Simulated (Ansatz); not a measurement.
MoPd:
```cif
data_Mo2Pd2
_chemical_formula_sum 'Mo2 Pd2'
_space_group_name_H-M_alt 'P 1'
_space_group_IT_number 1
_cell_length_a 5.39209
_cell_length_b 5.39209
_cell_length_c 4.30378
_cell_angle_alpha 90.000
_cell_angle_beta 90.000
_cell_angle_gamma 151.768
loop_
_space_group_symop_operation_xyz
  'x, y, z'
loop_
_atom_site_label
_atom_site_type_symbol
_atom_site_fract_x
_atom_site_fract_y
_atom_site_fract_z
_atom_site_occupancy
Mo1 Mo 0.67309 0.32691 0.25000 1
Pd1 Pd 0.93057 0.06943 0.25000 1
Mo2 Mo 0.32691 0.67309 0.75000 1
Pd2 Pd 0.06943 0.93057 0.75000 1
```

Relaxed with PBEsol.

**Question.** Which orbitals make up the states near the Fermi level in the program Ansatz at the PBEsol level (PAW)?

**Answer.** Within 0.5 eV of the Fermi level: Mo 4d 62 %, Pd 4d 26 %, outside the projected shells 7 %. Projections are on Löwdin-orthogonalised atomic valence shells; empty p or d shells of many metals are not among them.

**Question.** Tabulate the density of states.

**Answer.** States/eV per cell of 4 atoms, in 0.25 eV bins, energy from the Fermi level.

| E (eV) | total | Pd 4d | Mo 4d | Mo 5s |
|---|---|---|---|---|
| -7.80 | 0.00 | 0.00 | 0.00 | 0.00 |
| -7.55 | 0.05 | 0.00 | 0.00 | 0.05 |
| -7.30 | 0.15 | 0.00 | 0.00 | 0.13 |
| -7.05 | 0.22 | 0.00 | 0.00 | 0.18 |
| -6.80 | 0.29 | 0.01 | 0.01 | 0.24 |
| -6.55 | 0.37 | 0.02 | 0.01 | 0.29 |
| -6.30 | 0.49 | 0.04 | 0.03 | 0.36 |
| -6.05 | 0.62 | 0.09 | 0.07 | 0.39 |
| -5.80 | 3.12 | 1.86 | 0.61 | 0.52 |
| -5.55 | 6.57 | 4.08 | 1.56 | 0.71 |
| -5.30 | 6.58 | 4.37 | 1.52 | 0.49 |
| -5.05 | 7.18 | 5.21 | 1.44 | 0.37 |
| -4.80 | 7.50 | 5.58 | 1.35 | 0.43 |
| -4.55 | 5.47 | 4.05 | 1.10 | 0.23 |
| -4.30 | 5.99 | 4.11 | 1.49 | 0.26 |
| -4.05 | 5.63 | 3.80 | 1.42 | 0.27 |
| -3.80 | 4.74 | 3.38 | 1.06 | 0.17 |
| -3.55 | 6.50 | 4.66 | 1.48 | 0.18 |
| -3.30 | 3.87 | 2.47 | 1.17 | 0.13 |
| -3.05 | 5.66 | 3.81 | 1.55 | 0.17 |
| -2.80 | 5.40 | 3.88 | 1.29 | 0.13 |
| -2.55 | 5.37 | 3.61 | 1.52 | 0.12 |
| -2.30 | 5.96 | 3.32 | 2.17 | 0.22 |
| -2.05 | 4.87 | 2.57 | 1.89 | 0.22 |
| -1.80 | 4.87 | 2.51 | 1.97 | 0.21 |
| -1.55 | 5.56 | 2.47 | 2.64 | 0.28 |
| -1.30 | 4.51 | 1.34 | 2.70 | 0.26 |
| -1.05 | 4.31 | 1.23 | 2.66 | 0.20 |
| -0.80 | 4.82 | 1.40 | 2.95 | 0.20 |
| -0.55 | 5.05 | 1.39 | 3.13 | 0.21 |
| -0.30 | 3.96 | 1.02 | 2.45 | 0.18 |
| -0.05 | 3.29 | 0.88 | 1.98 | 0.16 |
| 0.20 | 2.36 | 0.62 | 1.41 | 0.12 |
| 0.45 | 2.26 | 0.47 | 1.52 | 0.12 |
| 0.70 | 2.46 | 0.47 | 1.71 | 0.11 |
| 0.95 | 2.64 | 0.47 | 1.90 | 0.11 |
| 1.20 | 3.37 | 0.59 | 2.52 | 0.10 |
| 1.45 | 4.34 | 0.66 | 3.38 | 0.13 |
| 1.70 | 4.74 | 0.65 | 3.73 | 0.17 |
| 1.95 | 5.04 | 0.62 | 4.05 | 0.17 |
| 2.20 | 4.74 | 0.57 | 3.69 | 0.27 |
| 2.45 | 4.18 | 0.41 | 3.13 | 0.38 |
| 2.70 | 2.69 | 0.20 | 1.86 | 0.35 |

Space group Cmcm. The start of the workflow was typed in or built on a structure type; neither database checked (COD, Materials Project) lists it. Whether it is the stable phase at ambient conditions was not checked. The PBEsol relaxation kept the symmetry of its start; its stability against distortions is not shown here. The run is not spin-polarised. Scalar-relativistic: spin–orbit coupling is off unless named, which matters more the heavier the elements.

Potentials: the later of the program's two PAW sets.
